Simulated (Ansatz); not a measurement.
**Relaxing a structure of Al**

The start is a generated cell, Al built in the diamond structure type. Cell shape, volume and atoms are optimised at zero target pressure with PBE (plane waves to 420 eV, PAW, scalar-relativistic; Ansatz, an electronic-structure program). First-step values are on the input's coarse k-mesh.

Ansatz input (later rounds restart from its end on a renewed k-mesh):
Ansatz 0.2 input:
```yaml
crystal:
  lattice:
    - [0, 2.749039, 2.749039]
    - [2.749039, 0, 2.749039]
    - [2.749039, 2.749039, 0]
  atoms:
    - { symbol: Al, position: [0.25, 0.25, 0.25] }
    - { symbol: Al, position: [0, 0, 0] }
basis: { ecutwfc: 420, ecutrho_ratio: 4, xc_grid: 2, fft_grid_basis: typed }
kpoints: { mp_grid: { grid: [10, 10, 10] } }
hamiltonian:
  xc: pbe
  dispersion: none
  pseudopotentials: { azcp: { folder: ./paw }, kind: paw }
scf: { occupations: { method: fermi_dirac, width: 0.05 } }
relax: { f_tol: 0.01, max_steps: 100, cell: { stress_tol: 0.02 } }
output: { forces: true, stress: true }
```

| Quantity | Value |
|---|---|
| Energy released | 0.32 eV/atom |
| Band gap at the end | no gap (metallic) |
| Optimiser moves | 6 |

Final values are on a 13×13×13 k-mesh of the relaxed cell. No spin polarisation in the result.

The run could not lose the symmetry of its start: the end is stationary, and may be a saddle point rather than a minimum.

All atoms sit on sites fixed by symmetry, so only the cell could relax.

The relaxed structure here is a generated cell of Al: the first start was made by placing the elements on the sites of a structure type, and the end was not matched to a known phase here, so it may be hypothetical. Known forms of Al include space group No. 225.
